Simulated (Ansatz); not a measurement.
The slice is one period of a {100} plane through atoms; its size isn't given.

Level of theory: r2SCAN (plane waves to 500 eV, PAW, scalar-relativistic; Ansatz, a first-principles code). These are valence fields of a PAW run, semicore shells included where kept as valence: close to a nucleus they are smooth pseudo fields.

```
|@@@%#*+=-----=+*#%@@|
|@@@%#*=========*#%@@|
|@%%#*+===+++===+*#%%|
|###*+++++***+++++*##|
|***++++***#***++++**|
|++==++*###%###*++==+|
|====+*##%%%%%##*+===|
|--==+*#%%%%%%%#*+==-|
|--=+**#%%%#%%%#**+=-|
|--=+*#%%%# #%%%#*+=-|
|--=+**#%%%#%%%#**+=-|
|--==+*#%%%%%%%#*+==-|
|====+*##%%%%%##*+===|
|++==++*###%###*++==+|
|***++++***#***++++**|
|###*+++++***+++++*##|
|@%%#*+===+++===+*#%%|
|@@@%#*=========*#%@@|
|@@@%#*+=-----=+*#%@@|
|@@@@#*+=-----=+*#@@@|
```
Scale: ten equal steps from -3.00 (start of ' ') to 0.62 (end of '@'), in the order ' .:-=+*#%@'. Values: log₁₀ of the valence density in e/Å³. The map has 20 points along u (one character each, u = 0 at the left) and 20 along v (v = 0 in the bottom row). The scale is logarithmic, as a density can span decades between atoms and voids; values under 0.001 e/Å³ are set to 0.001.

```
|xxxxxx@@@@++                  ++@@@@xxxx|
|xxxx@@@@%%--      ......      --%%@@@@xx|
|@@@@@@%%==      ::==++==::      ==%%@@@@|
|@@@@%%==      --**##%%##**--      ==%%@@|
|**++--      --##%%@@@@@@%%##--      --++|
|..        --##@@@@@@@@@@@@@@##--        |
|        --##@@@@@@@@@@@@@@@@@@##--      |
|      ::**%%@@@@@@xxxxxx@@@@@@%%**::    |
|    ..==##@@@@@@xxxxxxxxxx@@@@@@##==..  |
|    ..++%%@@@@@@xxxxxxxxxx@@@@@@%%++..  |
|    ..==##@@@@@@xxxxxxxxxx@@@@@@##==..  |
|      ::**%%@@@@@@xxxxxx@@@@@@%%**::    |
|        --##@@@@@@@@@@@@@@@@@@##--      |
|..        --##@@@@@@@@@@@@@@##--        |
|**++--      --##%%@@@@@@%%##--      --++|
|@@@@%%==      --**##%%##**--      ==%%@@|
|@@@@@@%%==      ::==++==::      ==%%@@@@|
|xxxx@@@@%%--      ......      --%%@@@@xx|
|xxxxxx@@@@++                  ++@@@@xxxx|
|xxxxxx@@@@**..              ..**@@@@xxxx|
```
Scale: ten equal steps from 0.01 (start of ' ') to 0.88 (end of '@'), in the order ' .:-=+*#%@'. Values: electron localisation function (ELF). The map has 20 points along u (two characters each, u = 0 at the left) and 20 along v (v = 0 in the bottom row). Points within 0.5 Å of a nucleus are blanked (x), as the pseudised field means little there.

### Question
Which relaxed crystal do these maps come from?
A. NaI (rock salt)
B. KCl (rock salt)
C. PbSe (rock salt)

### Answer
B, KCl (rock salt). Atoms on the slice: Cl at (0.50, 0.50); K at (0.00, 0.00)

All were relaxed with their symmetry unable to fall. Spin-orbit coupling is left out.
